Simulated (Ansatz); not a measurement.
Co:
```
Co
1.0
    2.42823     0.00000     0.00000
   -1.21411     2.10290     0.00000
    0.00000     0.00000     3.91771
Co
2
Direct
  0.66667   0.33333   0.25000
  0.33333   0.66667   0.75000
```
The run is spin-polarised; directions of the spins, atom by atom: ↑ ↑.

Relaxed with LDA.

Task: Which orbitals make up the states near the Fermi level in DFT-LDA in the program Ansatz with PAW potentials?

Result: Within 0.5 eV of the Fermi level: Co 3d 94 %. Projections are on Löwdin-orthogonalised atomic valence shells; empty p or d shells of many metals are not among them.

Task: Tabulate the density of states.

Result: States/eV per cell of 2 atoms, in 0.25 eV bins, energy from the Fermi level.

| E (eV) | total | Co 3d | Co 4s | Co 3p |
|---|---|---|---|---|
| -7.85 | 0.17 | 0.00 | 0.16 | 0.00 |
| -7.60 | 0.19 | 0.01 | 0.18 | 0.00 |
| -7.35 | 0.21 | 0.01 | 0.20 | 0.00 |
| -7.10 | 0.24 | 0.01 | 0.21 | 0.00 |
| -6.85 | 0.26 | 0.02 | 0.23 | 0.00 |
| -6.60 | 0.29 | 0.03 | 0.25 | 0.01 |
| -6.35 | 0.33 | 0.05 | 0.28 | 0.01 |
| -6.10 | 0.39 | 0.07 | 0.30 | 0.01 |
| -5.85 | 0.47 | 0.12 | 0.34 | 0.01 |
| -5.60 | 0.74 | 0.33 | 0.40 | 0.01 |
| -5.35 | 1.18 | 0.72 | 0.44 | 0.01 |
| -5.10 | 1.38 | 0.93 | 0.43 | 0.01 |
| -4.85 | 1.73 | 1.29 | 0.41 | 0.01 |
| -4.60 | 2.36 | 1.92 | 0.40 | 0.01 |
| -4.35 | 2.10 | 1.71 | 0.34 | 0.01 |
| -4.10 | 2.34 | 1.99 | 0.29 | 0.01 |
| -3.85 | 2.70 | 2.39 | 0.24 | 0.01 |
| -3.60 | 3.25 | 2.94 | 0.21 | 0.01 |
| -3.35 | 2.62 | 2.40 | 0.14 | 0.01 |
| -3.10 | 2.29 | 2.12 | 0.09 | 0.01 |
| -2.85 | 3.93 | 3.70 | 0.11 | 0.01 |
| -2.60 | 4.01 | 3.75 | 0.12 | 0.01 |
| -2.35 | 4.59 | 4.27 | 0.15 | 0.01 |
| -2.10 | 3.46 | 3.25 | 0.11 | 0.01 |
| -1.85 | 2.68 | 2.52 | 0.07 | 0.00 |
| -1.60 | 3.71 | 3.51 | 0.10 | 0.01 |
| -1.35 | 3.66 | 3.47 | 0.08 | 0.00 |
| -1.10 | 3.84 | 3.64 | 0.09 | 0.00 |
| -0.85 | 4.63 | 4.42 | 0.10 | 0.00 |
| -0.60 | 4.97 | 4.79 | 0.09 | 0.00 |
| -0.35 | 5.15 | 5.00 | 0.09 | 0.00 |
| -0.10 | 1.68 | 1.54 | 0.09 | 0.00 |
| 0.15 | 1.61 | 1.46 | 0.09 | 0.00 |
| 0.40 | 1.59 | 1.44 | 0.10 | 0.00 |
| 0.65 | 1.76 | 1.60 | 0.11 | 0.00 |
| 0.90 | 2.44 | 2.26 | 0.13 | 0.00 |
| 1.15 | 3.59 | 3.38 | 0.15 | 0.00 |
| 1.40 | 2.84 | 2.60 | 0.16 | 0.00 |
| 1.65 | 0.71 | 0.45 | 0.17 | 0.00 |
| 1.90 | 0.64 | 0.37 | 0.18 | 0.00 |
| 2.15 | 0.61 | 0.32 | 0.18 | 0.00 |
| 2.40 | 0.59 | 0.28 | 0.19 | 0.00 |
| 2.65 | 0.56 | 0.25 | 0.19 | 0.00 |
| 2.90 | 0.53 | 0.21 | 0.18 | 0.00 |
| 3.15 | 0.50 | 0.18 | 0.17 | 0.00 |
| 3.40 | 0.48 | 0.16 | 0.16 | 0.00 |
| 3.65 | 0.47 | 0.14 | 0.16 | 0.00 |
| 3.90 | 0.47 | 0.13 | 0.16 | 0.00 |
| 4.15 | 0.46 | 0.11 | 0.15 | 0.00 |
| 4.40 | 0.44 | 0.10 | 0.14 | 0.00 |
| 4.65 | 0.43 | 0.09 | 0.13 | 0.00 |

Space group P6_3/mmc (hcp (Mg type)). The LDA relaxation kept the symmetry of its start. The final state is ferromagnetic, chosen from 5 collinear starts compared on coarse meshes (ties went to the first, and starts can fall back to one state), not a proven ground state. Textbook magnetic order: ferromagnetic.

Potentials: the earlier of the program's two PAW sets. The files were generated under PBE; for other functionals the program regenerates the frozen cores, and for LDA and PBEsol the local potential too.
